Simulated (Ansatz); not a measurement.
Input and command of a plane-wave DFT calculation in Ansatz:

```yaml
crystal:
  lattice:
    - [0.0, 2.761049716, 2.761049716]
    - [5.5220994321, 2.761049716, 2.761049716]
    - [5.5220994321, 5.5220994321, 0.0]
  atoms:
    - { symbol: W, position: [1.0, 1.0, 1.0], spin: 1.0 }
    - { symbol: Se, position: [0.25, 0.25, 0.0] }
    - { symbol: W, position: [1.0, 1.0, 0.5], spin: -1.0 }
    - { symbol: Se, position: [0.25, 0.25, 0.5] }
basis:
  ecutwfc: 420
kpoints:
  mp_grid: { grid: [12, 12, 6] }
hamiltonian:
  xc: pbe
scf:
  occupations: { method: gaussian, width: 0.1 }
  lower_state_search: "off"
output:
  forces: true
  stress: true
  eigenvalues: true
  populations: true
magnetization:
  spin_polarized: true
```

```bash
ansatz run input.yaml --threads 1 --pin off --max-ram 2560MiB --backend cpu --events-out ev --progress --plain --runs-dir out
```

Processor: Intel(R) Xeon(R) Processor @ 2.70GHz, 1 thread, on a host shared with other jobs.

**Question.** Estimate time, memory and problem size.

**Answer.** About 89 s on 1 thread of Intel(R) Xeon(R) Processor @ 2.70GHz, with other jobs on the host, peak memory 0.65 GiB. It solves 38 bands at 100 k points (the mesh reduced by the symmetry that the task leaves, which can be less than the crystal's) with about 1675 plane waves, in 31 SCF iterations.
